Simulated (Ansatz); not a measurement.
The start is a generated cell, Pd placed in the AFLOW prototype A_tP4_129_ac (A_d). A full variable-cell relaxation at zero pressure is run with PBEsol (plane waves to 420 eV, PAW, scalar-relativistic; Ansatz, a first-principles code). The first steps use a coarse 8×8×11 k-mesh.

Initial structure:
```
Pd
1.0
    4.39824     0.00000     0.00000
    0.00000     4.39824     0.00000
    0.00000     0.00000     3.04293
Pd
4
Direct
  0.00000   0.00000   0.00000
  0.50000   0.50000   0.00000
  0.50000   0.00000   0.37500
  0.00000   0.50000   0.62500
```

- Initial pressure: +10.8 GPa (positive: the cell is compressed)
- Largest initial force: 2.59 eV/Å, on Pd3, Pd4 (atoms numbered as listed)
- Outcome: The space group goes from P4/nmm (No. 129) to I4/mmm (No. 139); the end is AFLOW prototype A_tI2_139_a (A_a), with 1 atom in the primitive cell
- Energy released: 0.29 eV/atom
- Shortest distances (start → end): The closest pairs of elements (up to four, under 3.6 Å), start → end: Pd–Pd 2.48 → 2.68 Å
- Band gap at the end: no gap (metallic)
- Optimiser moves: 10

It ends as:

```cif
data_Pd2
_chemical_formula_sum 'Pd2'
_space_group_name_H-M_alt 'I4/mmm'
_space_group_IT_number 139
_space_group_name_Hall '-I 4 2'
_cell_length_a 3.23009
_cell_length_b 3.23009
_cell_length_c 2.81385
_cell_angle_alpha 90.000
_cell_angle_beta 90.000
_cell_angle_gamma 90.000
loop_
_atom_site_label
_atom_site_type_symbol
_atom_site_symmetry_multiplicity
_atom_site_Wyckoff_symbol
_atom_site_fract_x
_atom_site_fract_y
_atom_site_fract_z
_atom_site_occupancy
Pd1 Pd 2 a 0.00000 0.00000 0.00000 1
```
(The calculation used a cell of 1 atom; values per cell refer to that cell.)

Final values are on a 22×22×22 k-mesh of the relaxed cell. No spin polarisation in the result.

The run could not lose the symmetry of its start, so the end can be a saddle point.

The relaxed structure here is a generated cell of Pd: the first start was made by placing the elements on the sites of a structure type, and the end was not matched to a known phase here, so it may be hypothetical. Known forms of Pd include space group No. 225.
